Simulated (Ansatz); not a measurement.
Rigid (100) slab of Ir, space group Fm-3m (No. 225):

```xyz
4
Lattice="2.7183 0.0000 0.0000 0.0000 2.7183 0.0000 0.0000 0.0000 22.7663" Properties=species:S:1:pos:R:3 pbc="T T T"
Ir    1.3591    1.3591    8.5000
Ir    0.0000    0.0000   10.4221
Ir    1.3591    1.3591   12.3569
Ir    0.0000    0.0000   14.1807
```

These are results of DFT r2SCAN, scalar-relativistic, plane waves, PAW in Ansatz 0.2.0, not measurements. Cutoff 500 eV; k points 11×11×1 on the computed 5-atom cell (Γ-centred); Gaussian smearing, width 0.10 eV; no spin polarisation. A dipole correction removes the field between periodic images along c.

An adatom of F is held over the places (i/4, j/4) of the 1×1 surface cell, counted from the highest atom (Ir), and only its height relaxes; one adatom per 7.4 Å².

Heights over the highest slab atom in Å:

```
i j=0   j=1   j=2   j=3
0  1.87  1.78  1.58  1.78
1  1.78  1.69  1.50  1.69
2  1.58  1.50  1.46  1.50
3  1.78  1.69  1.50  1.69
```

**Question.** Among these places, where is the adatom most and least stable, and how far apart in energy?

**Answer.** Lowest at (i, j) = (0, 0); highest at (2, 2), 0.67 eV above. All energies in eV:

```csv
i,j=0,j=1,j=2,j=3
0,0.00,0.21,0.05,0.21
1,0.21,0.37,0.31,0.37
2,0.05,0.31,0.67,0.31
3,0.21,0.37,0.31,0.37
```

Spin–orbit coupling is left out, which can shift energies with elements as heavy as these. Spin polarisation was left out, and a magnetic state may lie lower.